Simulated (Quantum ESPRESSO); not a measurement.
# W2Al2RuGa2Zr: one run as intended and one with a planted mistake

Computed values, not a measurement. The program is pw.x of Quantum ESPRESSO 7.5 (plane-wave density functional theory). The cell is made up: eight metal atoms on a face-centred cubic lattice, with elements, volume, strain and displacements drawn at random and not relaxed, so it may be unstable or far from any real phase. PseudoDojo standard norm-conserving files set the functional (PBE unless stated); there is no spin polarisation or spin-orbit coupling, the Fermi-Dirac width of 0.25 eV means electrons at about 2900 K, and the masses in the input are unused placeholders. Heavy elements are run without spin-orbit coupling, which real alloys of them have. A spin test at this wide smearing found no moment, but such smearing suppresses magnetism that the real alloy may have.

Intended input:

```
&control calculation='scf', pseudo_dir='./dojo.nc.sr.pbe.v0_5.standard.upf', outdir='./o', disk_io='minimal', tprnfor=.true., tstress=.true. /
&system ibrav=0, nat=8, ntyp=5, nbnd=57, ecutwfc=84.00895049, nosym=.true., tot_charge=0,
 occupations='smearing', smearing='fd', degauss=0.0183746611
/
&electrons conv_thr=1.470e-08, electron_maxstep=70, mixing_beta=0.5 /
ATOMIC_SPECIES
Al 1.0 Al.upf
Ga 1.0 Ga.upf
Ru 1.0 Ru.upf
W 1.0 W.upf
Zr 1.0 Zr.upf
CELL_PARAMETERS angstrom
0.0 -2.0831 -2.0831
2.0831 4.1662 -2.0831
8.3325 -4.1662 4.1662
ATOMIC_POSITIONS angstrom
W -0.0996 -0.0417 -0.0102
W 4.0982 -2.2563 2.0329
Al 4.2374 -0.0954 -0.1888
Ru 8.3941 -2.0873 1.917
Ga 1.937 -2.0686 0.089
Ga 6.0802 -4.233 2.0962
Al 1.9911 -0.167 -2.0768
Zr 6.3722 -2.1414 -0.1042
K_POINTS automatic
8 5 3 1 1 1
```

The log is shortened where brackets say so; the opening notice, blank lines, dates and the lines on written files are dropped, and the path of the files is cut. It prints rydbergs, bohrs and kilobars, and counts compression as positive stress. Its total energy is the free energy E - TS of the whole cell.

Log of the intended run:

```
     Program PWSCF v.7.5
     Parallel version (MPI & OpenMP), running on       4 processor cores
     Number of MPI processes:                 4
     Threads/MPI process:                     1
     [start-up lines left out]
     bravais-lattice index     =            0
     lattice parameter (alat)  =       5.5670  a.u.
     unit-cell volume          =     976.0023 (a.u.)^3
     number of atoms/cell      =            8
     number of atomic types    =            5
     number of electrons       =        88.00
     number of Kohn-Sham states=           57
     kinetic-energy cutoff     =      84.0090  Ry
     charge density cutoff     =     336.0358  Ry
     scf convergence threshold =      1.5E-08
     mixing beta               =       0.5000
     number of iterations used =            8  plain     mixing
     Exchange-correlation= PBE
                           (   1   4   3   4   0   0   0)
     [axes and pseudopotential details left out]
   Cartesian axes
     site n.     atom                  positions (alat units)
         1        W      tau(   1) = (  -0.0338091  -0.0141550  -0.0034624  )
         2        W      tau(   2) = (   1.3911310  -0.7658994   0.6900664  )
         3        Al     tau(   3) = (   1.4383824  -0.0323835  -0.0640880  )
         4        Ru     tau(   4) = (   2.8493711  -0.7085325   0.6507243  )
         5        Ga     tau(   5) = (   0.6575132  -0.7021848   0.0302110  )
         6        Ga     tau(   6) = (   2.0639195  -1.4368888   0.7115536  )
         7        Al     tau(   7) = (   0.6758774  -0.0566880  -0.7049683  )
         8        Zr     tau(   8) = (   2.1630387  -0.7268967  -0.0353706  )
     number of k points=    60  Fermi-Dirac smearing, width (Ry)=  0.0184
                       cart. coord. in units 2pi/alat
        k(    1) = (   0.0905972  -0.0125214  -0.0758669), wk =   0.0333333
        k(    2) = (  -0.0861779   0.0464036  -0.1347920), wk =   0.0333333
     [further k points left out]
     Dense  grid:   101475 G-vectors     FFT dimensions: (  36,  60, 120)
     Estimated max dynamical RAM per process >     344.85 MB
     Estimated total dynamical RAM >       1.27 GB
     Initial potential from superposition of free atoms
     starting charge      87.9856, renormalised to      88.0000
     Starting wfcs are   66 randomized atomic wfcs
     total cpu time spent up to now is        5.6 secs
     per-process dynamical memory:   272.7 Mb
     Self-consistent Calculation
     iteration #  1     ecut=    84.01 Ry     beta= 0.50
     Davidson diagonalization with overlap
     ethr =  1.00E-02,  avg # of iterations =  2.9
     total cpu time spent up to now is       16.3 secs
     total energy              =    -920.57698441 Ry
     estimated scf accuracy    <       2.16532871 Ry
     iteration #  2     ecut=    84.01 Ry     beta= 0.50
     Davidson diagonalization with overlap
     ethr =  2.46E-03,  avg # of iterations =  7.1
     total cpu time spent up to now is       30.7 secs
     total energy              =    -918.00893878 Ry
     estimated scf accuracy    <      90.34891779 Ry
     [iterations 3 to 16 left out]
     iteration # 17     ecut=    84.01 Ry     beta= 0.50
     Davidson diagonalization with overlap
     ethr =  4.27E-11,  avg # of iterations =  2.0
     total cpu time spent up to now is      187.7 secs
     total energy              =    -921.92038065 Ry
     estimated scf accuracy    <       0.00000007 Ry
     iteration # 18     ecut=    84.01 Ry     beta= 0.50
     Davidson diagonalization with overlap
     ethr =  4.27E-11,  avg # of iterations =  1.0
     total cpu time spent up to now is      195.9 secs
     End of self-consistent calculation
     [lines on levels left out]
!    total energy              =    -921.92038065 Ry
     estimated scf accuracy    <          3.0E-10 Ry
     smearing contrib. (-TS)   =      -0.09157785 Ry
     internal energy E=F+TS    =    -921.82880280 Ry
     The total energy is F=E-TS. E is the sum of the following terms:
     one-electron contribution =    -414.13359209 Ry
     hartree contribution      =     258.91995325 Ry
     xc contribution           =    -208.17301456 Ry
     ewald contribution        =    -558.44214940 Ry
     convergence has been achieved in  18 iterations
     Forces acting on atoms (cartesian axes, Ry/au):
     atom    1 type  4   force =    -0.01394148   -0.01077278    0.00579566
     atom    2 type  4   force =    -0.00568521    0.03048719   -0.03692582
     atom    3 type  1   force =    -0.01203196   -0.00484395    0.01473606
     atom    4 type  3   force =     0.02613861   -0.01016608    0.01508147
     atom    5 type  2   force =     0.00850089    0.00135725   -0.00581459
     atom    6 type  2   force =     0.08021966    0.02659614   -0.03889209
     atom    7 type  1   force =    -0.04183419    0.01478194   -0.00960149
     atom    8 type  5   force =    -0.04136631   -0.04743971    0.05562080
     Total force =     0.148148     Total SCF correction =     0.000076
     Computing stress (Cartesian axis) and pressure
          total   stress  (Ry/bohr**3)                   (kbar)     P=     -105.33
  -0.00066312   0.00016918  -0.00026682          -97.55       24.89      -39.25
   0.00016918  -0.00078068   0.00008187           24.89     -114.84       12.04
  -0.00026682   0.00008187  -0.00070421          -39.25       12.04     -103.59
     init_run     :      5.27s CPU      5.45s WALL (       1 calls)
     electrons    :    189.92s CPU    190.31s WALL (       1 calls)
     forces       :      1.94s CPU      1.95s WALL (       1 calls)
     stress       :      6.82s CPU      6.97s WALL (       1 calls)
     [timing details left out]
     PWSCF        :   3m24.08s CPU   3m24.84s WALL
     JOB DONE.
```

A second run has one planted mistake: one atom is of a wrong element. The input lines that differ:

```
- &system ibrav=0, nat=8, ntyp=5, nbnd=57, ecutwfc=84.00895049, nosym=.true., tot_charge=0,
+ &system ibrav=0, nat=8, ntyp=6, nbnd=57, ecutwfc=84.00895049, nosym=.true., tot_charge=0,
+ Ta 1.0 Ta.upf
- W 4.0982 -2.2563 2.0329
+ Ta 4.0982 -2.2563 2.0329
```

Its log:

```
     Program PWSCF v.7.5
     Parallel version (MPI & OpenMP), running on       4 processor cores
     Number of MPI processes:                 4
     Threads/MPI process:                     1
     [start-up lines left out]
     bravais-lattice index     =            0
     lattice parameter (alat)  =       5.5670  a.u.
     unit-cell volume          =     976.0023 (a.u.)^3
     number of atoms/cell      =            8
     number of atomic types    =            6
     number of electrons       =        87.00
     number of Kohn-Sham states=           57
     kinetic-energy cutoff     =      84.0090  Ry
     charge density cutoff     =     336.0358  Ry
     scf convergence threshold =      1.5E-08
     mixing beta               =       0.5000
     number of iterations used =            8  plain     mixing
     Exchange-correlation= PBE
                           (   1   4   3   4   0   0   0)
     [axes and pseudopotential details left out]
   Cartesian axes
     site n.     atom                  positions (alat units)
         1        W      tau(   1) = (  -0.0338091  -0.0141550  -0.0034624  )
         2        Ta     tau(   2) = (   1.3911310  -0.7658994   0.6900664  )
         3        Al     tau(   3) = (   1.4383824  -0.0323835  -0.0640880  )
         4        Ru     tau(   4) = (   2.8493711  -0.7085325   0.6507243  )
         5        Ga     tau(   5) = (   0.6575132  -0.7021848   0.0302110  )
         6        Ga     tau(   6) = (   2.0639195  -1.4368888   0.7115536  )
         7        Al     tau(   7) = (   0.6758774  -0.0566880  -0.7049683  )
         8        Zr     tau(   8) = (   2.1630387  -0.7268967  -0.0353706  )
     number of k points=    60  Fermi-Dirac smearing, width (Ry)=  0.0184
                       cart. coord. in units 2pi/alat
        k(    1) = (   0.0905972  -0.0125214  -0.0758669), wk =   0.0333333
        k(    2) = (  -0.0861779   0.0464036  -0.1347920), wk =   0.0333333
     [further k points left out]
     Dense  grid:   101475 G-vectors     FFT dimensions: (  36,  60, 120)
     Estimated max dynamical RAM per process >     351.48 MB
     Estimated total dynamical RAM >       1.30 GB
     Initial potential from superposition of free atoms
     starting charge      86.9852, renormalised to      87.0000
     Starting wfcs are   66 randomized atomic wfcs
     total cpu time spent up to now is        5.3 secs
     per-process dynamical memory:   274.9 Mb
     Self-consistent Calculation
     iteration #  1     ecut=    84.01 Ry     beta= 0.50
     Davidson diagonalization with overlap
     ethr =  1.00E-02,  avg # of iterations =  3.0
     total cpu time spent up to now is       15.1 secs
     total energy              =    -898.68580132 Ry
     estimated scf accuracy    <       2.80039532 Ry
     iteration #  2     ecut=    84.01 Ry     beta= 0.50
     Davidson diagonalization with overlap
     ethr =  3.22E-03,  avg # of iterations =  6.0
     total cpu time spent up to now is       27.4 secs
     total energy              =    -896.36590542 Ry
     estimated scf accuracy    <      96.15857499 Ry
     [iterations 3 to 13 left out]
     iteration # 14     ecut=    84.01 Ry     beta= 0.50
     Davidson diagonalization with overlap
     ethr =  3.72E-10,  avg # of iterations =  2.0
     total cpu time spent up to now is      149.4 secs
     total energy              =    -900.46945982 Ry
     estimated scf accuracy    <       0.00000005 Ry
     iteration # 15     ecut=    84.01 Ry     beta= 0.50
     Davidson diagonalization with overlap
     ethr =  5.25E-11,  avg # of iterations =  2.2
     total cpu time spent up to now is      158.7 secs
     End of self-consistent calculation
     [lines on levels left out]
!    total energy              =    -900.46945982 Ry
     estimated scf accuracy    <          7.7E-09 Ry
     smearing contrib. (-TS)   =      -0.09118414 Ry
     internal energy E=F+TS    =    -900.37827568 Ry
     The total energy is F=E-TS. E is the sum of the following terms:
     one-electron contribution =    -407.86553653 Ry
     hartree contribution      =     255.48999632 Ry
     xc contribution           =    -204.75794967 Ry
     ewald contribution        =    -543.24478580 Ry
     convergence has been achieved in  15 iterations
     Forces acting on atoms (cartesian axes, Ry/au):
     atom    1 type  5   force =    -0.01340546   -0.01214055    0.00595520
     atom    2 type  4   force =    -0.00327212    0.04645063   -0.04729246
     atom    3 type  1   force =    -0.02617829   -0.01220829    0.02318035
     atom    4 type  3   force =     0.02561312   -0.01092390    0.01592670
     atom    5 type  2   force =     0.00338835    0.00363117   -0.01116963
     atom    6 type  2   force =     0.08734278    0.02113906   -0.03537587
     atom    7 type  1   force =    -0.04322645    0.01550266   -0.01051817
     atom    8 type  6   force =    -0.03026194   -0.05145078    0.05929389
     Total force =     0.161068     Total SCF correction =     0.000333
     Computing stress (Cartesian axis) and pressure
          total   stress  (Ry/bohr**3)                   (kbar)     P=      -75.25
  -0.00053181   0.00018507  -0.00028074          -78.23       27.22      -41.30
   0.00018507  -0.00054763   0.00006821           27.22      -80.56       10.03
  -0.00028074   0.00006821  -0.00045520          -41.30       10.03      -66.96
     init_run     :      4.98s CPU      5.14s WALL (       1 calls)
     electrons    :    153.01s CPU    153.39s WALL (       1 calls)
     forces       :      1.93s CPU      1.94s WALL (       1 calls)
     stress       :      6.70s CPU      6.84s WALL (       1 calls)
     [timing details left out]
     PWSCF        :   2m46.81s CPU   2m47.54s WALL
     JOB DONE.
```

|  | intended run | run with the mistake |
| --- | --- | --- |
| free energy (eV) | -12543.366 | -12251.511 |
| entropy term -TS, part of it (eV) | -1.246 | -1.241 |
| pressure (GPa) | -10.53 | -7.53 |
| size of the largest force component (eV/Å) | 2.063 | 2.246 |
| largest change of a force component (eV/Å) |  | 0.410 |
| iterations | 18 | 15 |

For scale, a rerun of the intended cell at a higher cutoff and on a denser mesh moved values by no more than 0.002 eV in energy, 0.05 GPa in stress and 0.006 eV/Å in force, and a second program with other atomic files agreed on that cell to 2 % rms in force and 0.5 GPa in pressure. Files of another functional or element have another zero of energy, so the energy change says nothing on stability.